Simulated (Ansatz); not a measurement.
Cu3Si in space group I4/mmm (No. 139; Si on 2a, Cu on 4d, Cu on 2b) under volume change, DFT-PBEsol in the program Ansatz with PAW potentials, shape and atoms relaxed at each volume.

```csv
V (Å³/atom),E − E(relaxed) (meV/atom),P (GPa)
10.465,58.4,19.87
10.810,___,___
11.155,5.7,5.48
11.500,0.0,0.00
11.845,___,___
12.190,19.1,-8.36
12.535,40.6,-11.57
```

### Question
What belongs in the gaps?

### Answer

- 10.810, E − E(relaxed) (meV/atom): 24.4
- 10.810, P (GPa): 12.02
- 11.845, E − E(relaxed) (meV/atom): 5.1
- 11.845, P (GPa): -4.55

### Question
What does a third-order Birch–Murnaghan fit give for V₀, B₀ and B′?

### Answer
V₀ = 11.50 Å³/atom, B₀ = 166 GPa, B′ = 5.0.

The first step of the workflow began from a Materials Project structure, measured or hypothetical; the Crystallography Open Database copy checked does not list it. Whether it is the stable phase at ambient conditions was not checked. Symmetry was held in the PBEsol relaxation; its stability against distortions is not shown here. The run is not spin-polarised.

Potentials: the later of the program's two PAW sets.
